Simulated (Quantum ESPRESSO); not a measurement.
Si3N4, convergence and cost over cutoff and k mesh

Simulated, not a measurement. The program is pw.x of Quantum ESPRESSO 7.5 (plane-wave density functional theory). The cell is made up: 7 atoms on a zincblende/diamond lattice with one site empty, with randomly drawn elements, strain and displacements, not relaxed. PseudoDojo standard norm-conserving files (v0.5 for PBE, v0.4.1 for LDA and PBEsol) set the functional; there is no spin polarisation, spin-orbit coupling or dispersion term, and the masses in the input are unused placeholders.

Input of the run in row 4:

```
&control calculation='scf', pseudo_dir='./dojo.nc.sr.pbe.v0_5.standard.upf', outdir='./o', disk_io='medium', tprnfor=.true., tstress=.true. /
&system ibrav=0, nat=7, ntyp=2, nbnd=22, ecutwfc=84.00895049, nosym=.true., tot_charge=0,
 occupations='smearing', smearing='fd', degauss=0.0018374661
/
&electrons conv_thr=7.350e-09, electron_maxstep=60, /
ATOMIC_SPECIES
N 1.0 N.upf
Si 1.0 Si.upf
CELL_PARAMETERS angstrom
4.1864 0.0569 0.0453
0.0569 4.248 0.0673
0.0453 0.0673 4.1882
ATOMIC_POSITIONS angstrom
Si -0.0157 -0.028 -0.0355
Si 0.0827 2.1653 2.1201
Si 2.137 2.1492 0.0344
N 1.0742 1.1208 1.0729
N 1.1479 3.2204 3.1972
N 3.1629 1.1358 3.2124
N 3.174 3.2353 1.1258
K_POINTS automatic
4 4 4 1 1 1
```

The same cell was run at these settings. Meshes are shifted by half a step, and differences are from the last row, which is itself not exact.

```
cutoff (eV)     k mesh  k points solved  threshold (eV)  free energy less the last row's (eV)  pressure (GPa)  largest stress difference (GPa)  largest force difference (eV/Å)  iterations  wall time (s)  k-point pools              processor
        800  2 x 2 x 2                4           1e-04                                 0.539          -19.19                             4.38                            0.139           7              9              1  AMD EPYC, Zen 5 class
       1143  1 x 1 x 1                1           1e-07                                 5.564          -13.67                             2.31                            1.339          12             11              1  AMD EPYC, Zen 5 class
        769  4 x 4 x 4               32           1e-07                                 0.462          -21.24                             6.40                            0.013          12             51              1  AMD EPYC, Zen 5 class
       1143  4 x 4 x 4               32           1e-07                                 0.002          -14.84                             0.01                            0.001          12             98              1  AMD EPYC, Zen 5 class
       1437  6 x 6 x 6              108           1e-07                                 0.000          -14.85                             0.00                            0.000          12            478              1  AMD EPYC, Zen 5 class
```

Each pool is one process. Wall times include start-up and a band step at six k points, which weighs most on the coarsest meshes. The runs were on shared virtual cores whose load varied, so times are rough.